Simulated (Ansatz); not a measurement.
TaAg (L1₀ or tetragonal B2, space group No. 123), a = b = 2.829 Å, c = 4.404 Å, α = β = γ = 90.00°.

Relaxed with PBE.

**Question.** Which orbitals make up the states near the Fermi level in PBE in the plane-wave PAW code Ansatz?

**Answer.** Within 0.5 eV of the Fermi level: Ta 5d 73 %, Ag 4d 8 %, outside the projected shells 11 %. Projections are on Löwdin-orthogonalised atomic valence shells; empty p or d shells of many metals are not among them.

**Question.** Tabulate the density of states.

**Answer.** States/eV per cell of 2 atoms, in 0.25 eV bins, energy from the Fermi level.

```csv
E (eV),total,Ag 4d,Ta 5d,Ta 6s
-7.85,0.11,0.00,0.00,0.05
-7.60,0.15,0.00,0.00,0.07
-7.35,0.18,0.00,0.00,0.09
-7.10,0.23,0.01,0.00,0.10
-6.85,0.29,0.03,0.01,0.12
-6.60,0.74,0.34,0.05,0.18
-6.35,2.41,1.66,0.18,0.31
-6.10,5.19,4.04,0.41,0.45
-5.85,5.07,4.23,0.38,0.25
-5.60,4.29,3.72,0.40,0.03
-5.35,4.38,3.75,0.43,0.05
-5.10,4.96,4.28,0.46,0.04
-4.85,4.52,4.03,0.23,0.04
-4.60,4.57,4.14,0.17,0.02
-4.35,3.18,2.89,0.11,0.04
-4.10,1.83,1.48,0.11,0.07
-3.85,1.25,0.88,0.13,0.10
-3.60,0.84,0.42,0.16,0.12
-3.35,0.84,0.37,0.21,0.13
-3.10,0.80,0.25,0.27,0.14
-2.85,0.84,0.18,0.37,0.15
-2.60,0.94,0.19,0.45,0.16
-2.35,1.25,0.21,0.71,0.18
-2.10,1.86,0.27,1.26,0.17
-1.85,2.27,0.37,1.60,0.14
-1.60,1.63,0.19,1.25,0.08
-1.35,1.36,0.10,1.13,0.04
-1.10,1.57,0.10,1.30,0.06
-0.85,1.76,0.13,1.36,0.07
-0.60,1.47,0.11,1.11,0.07
-0.35,1.58,0.12,1.13,0.06
-0.10,1.72,0.14,1.23,0.05
0.15,2.21,0.16,1.60,0.08
0.40,2.05,0.17,1.54,0.05
0.65,1.01,0.07,0.81,0.03
0.90,0.62,0.04,0.52,0.02
1.15,0.37,0.02,0.31,0.01
1.40,0.59,0.04,0.50,0.02
1.65,0.87,0.06,0.71,0.06
1.90,1.64,0.10,1.34,0.12
2.15,2.21,0.12,1.72,0.17
2.40,2.42,0.11,1.85,0.19
2.65,2.07,0.08,1.60,0.13
2.90,1.96,0.06,1.56,0.08
3.15,1.94,0.05,1.54,0.06
3.40,1.53,0.04,1.20,0.05
3.65,1.46,0.03,1.13,0.05
3.90,1.12,0.02,0.73,0.05
4.15,0.88,0.02,0.48,0.05
4.40,0.75,0.01,0.37,0.05
4.65,0.73,0.01,0.35,0.05
```

Space group P4/mmm (L1₀ or tetragonal B2). The start of the workflow was typed in or built on a structure type; neither database checked (COD, Materials Project) lists it. Its standing as an ambient phase is unchecked. The PBE relaxation kept the symmetry of its start; its stability against distortions is not shown here. No spin polarisation was allowed. Its formation energy is positive at this level, so the cell may be metastable or incomplete. Axis ratios of metals converge slowly with the k-mesh, so a and c are less sure than the volume. Spin–orbit coupling is left out wherever it is not named.

Potentials: the earlier of the program's two PAW sets.
